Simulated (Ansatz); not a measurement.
CdS:
```
CdS
1.0
    0.00000     2.93890     2.93890
    2.93890     0.00000     2.93890
    2.93890     2.93890     0.00000
S Cd
1 1
Cartesian
  4.40836   4.40836   4.40836
  0.00000   0.00000   0.00000
```

Relaxed with r²SCAN. Special points in fractions of this cell's reciprocal vectors: Γ (0.000, 0.000, 0.000); X (0.500, 0.000, 0.500); U (0.625, 0.250, 0.625); K (0.375, 0.375, 0.750); L (0.500, 0.500, 0.500); W (0.500, 0.250, 0.750).

Q: List the band energies nearest the valence-band maximum at these points for r²SCAN in the plane-wave PAW code Ansatz.

A: In eV from the valence-band maximum; about four levels below and three above (degenerate sets whole), none deeper than 8.9 eV; … stands for higher levels left out; points with the same levels are listed once.

| k | below | above |
|---|---|---|
| Γ | -7.44 -7.44 0.00 0.00 0.00 | 1.54 … |
| X | -7.01 -3.87 -1.84 -1.84 | 3.89 4.74 9.65 |
| U | -6.89 -3.83 -2.48 -1.49 | 4.61 5.82 8.88 |
| L | -7.07 -4.31 -0.73 -0.73 | 3.44 7.47 7.47 |
| W | -6.84 -3.79 -2.20 -2.16 | 5.73 5.86 7.75 |

Space group F-43m (zinc blende). Symmetry was held in the r²SCAN relaxation. Spin–orbit coupling is left out wherever it is not named.

Potentials: the later of the program's two PAW sets.
